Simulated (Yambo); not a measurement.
Absorption of SiO₂ (space group Fddd, No. 70) with and without the electron-hole interaction (Yambo, LDA bands; 6×6×6 mesh, 15 valence and 4 conduction bands, static screening with 92 bands and a 3 Ry block, scissor 3.20 eV, Tamm-Dancoff; field along x). Axes are Cartesian, with cell vectors (Å) (0.00, 4.72, 7.36), (2.36, 0.00, 7.36), (2.36, 4.72, 0.00).

| E (eV) | Im ε, BSE | Im ε, independent quasiparticles |
|---|---|---|
| 6.90 | 0.03 | 0.01 |
| 7.00 | 0.03 | 0.01 |
| 7.10 | 0.03 | 0.01 |
| 7.20 | 0.03 | 0.01 |
| 7.30 | 0.04 | 0.01 |
| 7.40 | 0.04 | 0.01 |
| 7.50 | 0.04 | 0.01 |
| 7.60 | 0.05 | 0.01 |
| 7.70 | 0.06 | 0.01 |
| 7.80 | 0.07 | 0.01 |
| 7.90 | 0.08 | 0.01 |
| 8.00 | 0.08 | 0.01 |
| 8.10 | 0.09 | 0.02 |
| 8.20 | 0.10 | 0.02 |
| 8.30 | 0.13 | 0.02 |
| 8.40 | 0.17 | 0.02 |
| 8.50 | 0.20 | 0.02 |
| 8.60 | 0.21 | 0.02 |
| 8.70 | 0.24 | 0.02 |
| 8.80 | 0.30 | 0.02 |
| 8.90 | 0.40 | 0.03 |
| 9.00 | 0.54 | 0.03 |
| 9.10 | 0.78 | 0.03 |
| 9.20 | 1.24 | 0.04 |
| 9.30 | 2.18 | 0.04 |
| 9.40 | 3.59 | 0.04 |
| 9.50 | 4.11 | 0.05 |
| 9.60 | 2.85 | 0.05 |
| 9.70 | 1.72 | 0.06 |
| 9.80 | 1.20 | 0.07 |
| 9.90 | 1.10 | 0.08 |
| 10.00 | 1.26 | 0.10 |
| 10.10 | 1.42 | 0.12 |
| 10.20 | 1.50 | 0.14 |
| 10.30 | 1.77 | 0.17 |
| 10.40 | 1.76 | 0.23 |
| 10.50 | 1.53 | 0.29 |
| 10.60 | 1.34 | 0.35 |
| 10.70 | 1.29 | 0.42 |
| 10.80 | 1.20 | 0.52 |
| 10.90 | 1.24 | 0.64 |
| 11.00 | 1.15 | 0.71 |
| 11.10 | 1.17 | 0.76 |
| 11.20 | 1.12 | 0.79 |
| 11.30 | 1.06 | 0.85 |
| 11.40 | 0.92 | 0.93 |
| 11.50 | 0.90 | 1.11 |
| 11.60 | 0.78 | 1.29 |
| 11.70 | 0.75 | 1.39 |

The scissor comes from a G0W0 run whose convergence isn't established. Broadening 0.15 eV. The band window holds all transitions up to 11.8 eV. Fine structure above the onset can come from the mesh.

Geometry of the Materials Project entry, not relaxed at this level; primitive cell a = 8.7438 Å, b = 7.7316 Å, c = 5.2736 Å, α = 82.15°, β = 61.16°, γ = 36.69°.

This is not the ordinary phase of the substance; no match was found in the copy of COD used, and its stability was not checked.
